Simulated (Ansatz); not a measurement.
# All-electron card of SiNi3

```
Si Ni
1.0
     3.55110    0.00000    0.00000
     0.00000    3.55110    0.00000
     0.00000    0.00000    3.55110
Si Ni
1 3
Direct
  0.00000 0.00000 0.00000
  0.00000 0.50000 0.50000
  0.50000 0.00000 0.50000
  0.50000 0.50000 0.00000
```

Atom numbers follow the list: Si1, Ni2, Ni3, Ni4.

The conventional cell has a = 3.551 Å, b = 3.551 Å, c = 3.551 Å, α = 90.00°, β = 90.00°, γ = 90.00°. Around Si (atom 1) lie 12 Ni at 2.51 Å. Ni (atom 2) has 4 Si at 2.51 Å and 8 Ni at 2.51 Å as nearest neighbours.

The cell comes from COD entry 1537795, which wasn't checked; take it as a given geometry. It differs from other determinations.

Methods: DFT, PBE, all-electron LAPW, scalar-relativistic (Ansatz 0.2.0); DFT, PBE, PAW with Ansatz's default frozen-core files, scalar-relativistic (Ansatz 0.2.0).

For LAPW: a Γ-centred 12×12×12 k mesh, Fermi–Dirac smearing of 0.05 eV, basis error target 1 meV/atom, spin-polarised from start moments Ni2 1.5, Ni3 1.5, Ni4 1.5 μB (the moments died away, and the run ended non-magnetic). PAW takes a cutoff of 420 eV at this cell. The Ansatz runs share mesh, smearing and spin set-up. Values come from LAPW unless marked.

```json
{
 "Pressure at this cell": "-7.43 GPa",
 "Band gap": "none at this level of theory (metallic, semimetallic, or a small gap that the functional closes)",
 "Density of states at the Fermi level (0.2 eV bin)": "1.78 states/eV per cell",
 "Löwdin charges (with 0.68 e of the cell spilling out of the atomic basis, so their sizes and signs hang on that basis)": "Si1 -0.52, Ni2 0.40 e",
 "Bader charges (from the PAW run)": "Si1 +0.36, Ni2 -0.12 e",
 "Volume per atom": "11.20 Å³"
}
```
